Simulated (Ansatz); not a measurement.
## One run on AgRh (P-6m2): free moments

Computed with DFT, PBE, all-electron LAPW, scalar-relativistic (Ansatz 0.2.0).

Command: `ansatz run input.yaml --threads 1 --pin off --max-ram 3072MiB --backend cpu --events-out ev --progress --plain --runs-dir out`

```yaml
crystal:
  lattice:
    - [2.7775881998, 0.0, 0.0]
    - [-1.3887940999, 2.4054619423, 0.0]
    - [0.0, 0.0, 4.808602]
  atoms:
    - { symbol: Ag, position: [0.0, 0.0, 0.5] }
    - { symbol: Rh, position: [0.6666666667, 0.3333333333, 0.0], spin: 0.4 }
magnetization:
  spin_polarized: true
kpoints:
  mp_grid: { grid: [14, 14, 7] }
scf:
  occupations: { method: fermi_dirac, width: 0.05 }
  lower_state_search: "off"
hamiltonian:
  xc: pbe
  pseudopotentials: { kind: all_electron, lapw: { basis_error: 0.001 } }
output:
  forces: true
  stress: true
  eigenvalues: false
  populations: true
  dos: { projected: true, de: 0.1, e_range: [-8, 5] }
```

Log:

```
settings of this run that can trade accuracy for cost: output.eigenvalues: false. Do not mix this run's numbers with those of runs without the same settings; the input reference describes each key
Ag: projections on atomic orbitals take those of the free atom 1s2 2s2 2p6 3s2 3p6 3d10 4s2 4p6 4d10 5s1, of charge +0.00 (hamiltonian.pseudopotentials.projection_atoms)
Rh: projections on atomic orbitals take those of the free atom 1s2 2s2 2p6 3s2 3p6 3d10 4s2 4p6 4d8 5s1, of charge +0.00 (hamiltonian.pseudopotentials.projection_atoms)
LAPW: plane waves up to 8.309 Å⁻¹, error target 1.0e-3 eV per atom; small_component_spin mean_spin; Rh in spheres of 1.389 Å, 27 of its electrons in bands, Dirac shells []; Ag in spheres of 1.389 Å, 19 of its electrons in bands, Dirac shells [] (how accurate: hamiltonian.pseudopotentials.lapw.basis_error, Limitations)
Engine: ansatz 0.2.0
Pseudopotentials: kind: all_electron
Pseudopotential: Ag, LAPW, valence charge 19, lapw/all_electron/scalar/gaussian/Ag, Koelling and Harmon's equation, gaussian nucleus
Pseudopotential: Rh, LAPW, valence charge 27, lapw/all_electron/scalar/gaussian/Rh, Koelling and Harmon's equation, gaussian nucleus
Functional definition: PBE
  parameter kappa = 0.804
  parameter beta = 0.06672455060314922
  exchange = pbe_x(kappa = kappa, mu = beta*pi^2/3)
  correlation = pbe_c(beta = beta)
Crystal: 2 atoms, lattice volume = 32.128 Å³
Basis set: ecut = 263.05961271408205 eV, 325 PW (Γ), exchange–correlation at level 2
Bands: 28, of which v1, the nominal top of the filled ones, is band 23 counted from 1 (22 counted from 0)
Symmetry: 12 space group operations
Space group: P-6m2 (ITA 187), of the structure as read, at distance tolerance 3.2e-5 Å
Magnetic group: BNS 187.209 (UNI 1439), of the structure as read, at distance tolerance 3.2e-5 Å
k-points: 96 of 1372 (time reversal used)
Non-local potential: Ag, projectors of the file, none
Non-local potential: Rh, projectors of the file, none
Initial density: superposition of atomic densities (chi_scale 0.1, normalization cell)
[...]
  E_atoms      = -274833.611133  (free atoms, spherical and without spin; not in F)
  Σ components = -274843.078260   (vs F -274843.078260, Δ=0.00e0)
  Basis errors (estimates in eV, not in F): energy 2.7e-4 per atom: plane waves 2.0e-4 (1.0e-4 summed), levels above the bands 2.0e-85, relativity 5.9e-8, radial functions 7.1e-5, core shells 1.4e-6; eigenvalues (radial functions only) 3.9e-6; not estimated: angular momenta, meshes, grids; target (lapw.basis_error) 1.0e-3; muffin-tin radii Rh 1.389 Å, Ag 1.389 Å
--- Forces (eV/Å), atoms counted from 1 ---
  atom   1  Ag     0.00000000    -0.00000000    -0.00000000
  atom   2  Rh    -0.00000000     0.00000000     0.00000000
  max |Σ_I F_I| component: 9.25e-18 eV/Å
--- Stress (GPa, compression-positive) ---
       -1.851072       0.000000      -0.000000
        0.000000      -1.851072      -0.000000
       -0.000000      -0.000000      -2.478532
  P = ⅓ Tr σ = -2.0602 GPa (-20.602 kbar)
--- Band table (eV; the first three rows and the last of 192) ---
  k-point 0 ↑: bands = ["-276.3186", "-276.3186", "-276.2483", "-276.2483", "-276.2008", "-71.7742", "-58.2947", "-35.2344", "-35.1533", "-35.1533", "-26.0926", "-26.0123", "-26.0123", "12.5946", "14.0408", "15.5234", "15.5234", "16.4566", "16.6809", "16.6809", "17.8688", "17.8688", "19.6479", "19.6479", "19.9264", "25.0401", "36.2819", "36.8463"]
  k-point 1 ↑: bands = ["-276.3186", "-276.3186", "-276.2483", "-276.2483", "-276.2008", "-71.7742", "-58.2947", "-35.2342", "-35.1533", "-35.1533", "-26.0932", "-26.0123", "-26.0123", "12.7378", "14.0772", "15.5158", "15.5158", "16.4011", "16.6652", "16.6652", "17.9049", "17.9049", "19.2312", "19.6424", "19.6424", "26.0071", "35.7722", "37.0186"]
  k-point 2 ↑: bands = ["-276.3186", "-276.3186", "-276.2483", "-276.2483", "-276.2008", "-71.7742", "-58.2947", "-35.2337", "-35.1533", "-35.1533", "-26.0944", "-26.0124", "-26.0124", "13.1098", "14.2005", "15.4998", "15.4998", "16.2056", "16.6292", "16.6292", "17.9885", "17.9885", "18.0314", "19.6267", "19.6267", "28.0737", "34.7634", "36.7505"]
  k-point 95 ↓: bands = ["-276.2646", "-276.2646", "-276.1488", "-276.1485", "-276.1485", "-71.7289", "-57.8976", "-35.2859", "-35.2564", "-35.1786", "-26.0132", "-25.9526", "-25.5807", "14.8627", "15.1801", "15.3248", "15.4885", "15.7510", "17.4971", "18.0352", "18.3001", "18.7635", "19.8672", "24.8535", "26.0657", "27.1781", "28.0521", "28.3355"]
--- Löwdin populations: 2 sites ---
  site symbol       q [e]    m [muB]
     0     Ag     46.6688     0.0167
     1     Rh     45.1398     0.4576
  spilling = 0.002080 (of n_electrons = 92.000000)
settings of this run that can trade accuracy for cost: output.eigenvalues: false. Do not mix this run's numbers with those of runs without the same settings; the input reference describes each key
```

populations.tsv:

```
# site	symbol	l	j	q_up	q_dn
# orbitals = lowdin
# n_electrons = 92.000000
# spilling = 0.002080
# projection_atom_Ag: 1s2 2s2 2p6 3s2 3p6 3d10 4s2 4p6 4d10 5s1
# projection_atom_Rh: 1s2 2s2 2p6 3s2 3p6 3d10 4s2 4p6 4d8 5s1
0	Ag	0_1S	-	0.999999	0.999999
0	Ag	0_2S	-	0.999972	0.999972
0	Ag	0_3S	-	0.999555	0.999553
0	Ag	0_4S	-	0.992798	0.992764
0	Ag	0_5S	-	0.429590	0.436579
0	Ag	1_2P	-	3.000000	3.000000
0	Ag	1_3P	-	2.999993	2.999993
0	Ag	1_4P	-	2.999046	2.999052
0	Ag	2_3D	-	4.999999	4.999999
0	Ag	2_4D	-	4.921816	4.898110
1	Rh	0_1S	-	0.999999	0.999999
1	Rh	0_2S	-	0.999965	0.999965
1	Rh	0_3S	-	0.999427	0.999428
1	Rh	0_4S	-	0.990368	0.990382
1	Rh	0_5S	-	0.433685	0.437723
1	Rh	1_2P	-	3.000000	3.000000
1	Rh	1_3P	-	2.999989	2.999989
1	Rh	1_4P	-	2.998335	2.998324
1	Rh	2_3D	-	4.999998	4.999998
1	Rh	2_4D	-	4.376939	3.915309
```

Site moments (μB): Ag1 0.02, Rh2 0.46. Cell moment 0.46 μB.

The magnetic group in the log treats spin as a scalar label, without spin–orbit coupling.

The Ansatz runs typed with the search for lower states off end where their start leads. The magnetic state is the one that this cell and start allow. It needn't be the compound's measured order, which may need a larger cell or be absent.

It took 2.4 min on 1 thread of Arm Neoverse V1, on a shared host, peak memory 0.63 GiB.
